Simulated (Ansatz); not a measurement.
MgH2:
```xyz
12
Lattice="4.4205 0.0000 0.0000 0.0000 5.3394 0.0000 0.0000 0.0000 4.8429" Properties=species:S:1:pos:R:3 pbc="T T T"
Mg     2.2103     4.4361     3.6321
Mg     2.2103     0.9033     1.2107
Mg     0.0000     3.5730     1.2107
Mg     0.0000     1.7664     3.6321
H      3.2285     4.7749     2.0391
H      1.1920     0.5646     2.8037
H      3.4023     3.2343     4.4606
H      1.0182     2.1052     0.3823
H      1.0182     3.2343     2.8037
H      3.4023     2.1052     2.0391
H      1.1920     4.7749     0.3823
H      3.2285     0.5646     4.4606
```

x, y and z are the axes in which the lattice vectors are written.

Give the high-frequency dielectric tensor and the Born effective charge tensors of the independent atoms from DFPT, LDA in the plane-wave PAW code Ansatz.


ε∞:
```
4.33  0.00  0.00
0.00  4.44  0.00
0.00  0.00  4.44
```
Z* of atom 1 (Mg), rows: field, columns: displacement, in e:
```
1.82  0.00  0.06
0.00  1.91  0.00
0.02  0.00  1.91
```
Z* of atom 5 (H), rows: field, columns: displacement, in e:
```
-0.91   0.16   0.11
 0.17  -0.96   0.02
 0.10   0.02  -0.96
```

Space group Pbcn. The workflow started from a Materials Project entry (that database holds measured and hypothetical structures alike); the Crystallography Open Database copy checked does not list it. It is not the phase usual at ambient conditions (space group No. 136). Symmetry was held in the LDA relaxation; phonons on a q-mesh show no instability.

Potentials: the later of the program's two PAW sets.
